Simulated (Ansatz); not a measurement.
BaTiO$_{3}$:
```yaml
crystal:
  lattice:
    - [3.93456, 0.00000, 0.00000]
    - [0.00000, 3.93456, 0.00000]
    - [0.00000, 0.00000, 3.93456]
  atoms:
    - { symbol: Ba, position: [0.00000, 0.00000, 0.00000] }
    - { symbol: Ti, position: [0.50000, 0.50000, 0.50000] }
    - { symbol: O, position: [0.00000, 0.50000, 0.50000] }
    - { symbol: O, position: [0.50000, 0.50000, 0.00000] }
    - { symbol: O, position: [0.50000, 0.00000, 0.50000] }
```

Tensor components refer to the Cartesian frame of this cell.

Q: Give the high-frequency dielectric tensor and the Born effective charge tensors of the independent atoms from DFPT, the program Ansatz at the LDA level (PAW).

A: 
ε∞:
```
6.72  0.00  0.00
0.00  6.72  0.00
0.00  0.00  6.72
```
Z* of atom 1 (Ba), rows: field, columns: displacement, in e:
```
2.78  0.00  0.00
0.00  2.78  0.00
0.00  0.00  2.78
```
Z* of atom 2 (Ti), rows: field, columns: displacement, in e:
```
7.35  0.00  0.00
0.00  7.35  0.00
0.00  0.00  7.35
```
Z* of atom 3 (O), rows: field, columns: displacement, in e:
```
-5.78   0.00   0.00
 0.00  -2.17   0.00
 0.00   0.00  -2.17
```

Space group Pm-3m (cubic perovskite). This is a known high-temperature phase of the composition, computed here at zero pressure and temperature. The LDA relaxation kept the symmetry of its start. At this level the phase is dynamically unstable (imaginary phonons). The run is not spin-polarised. Scalar-relativistic: spin–orbit coupling is off unless named, which matters more the heavier the elements.

Potentials: the later of the program's two PAW sets.
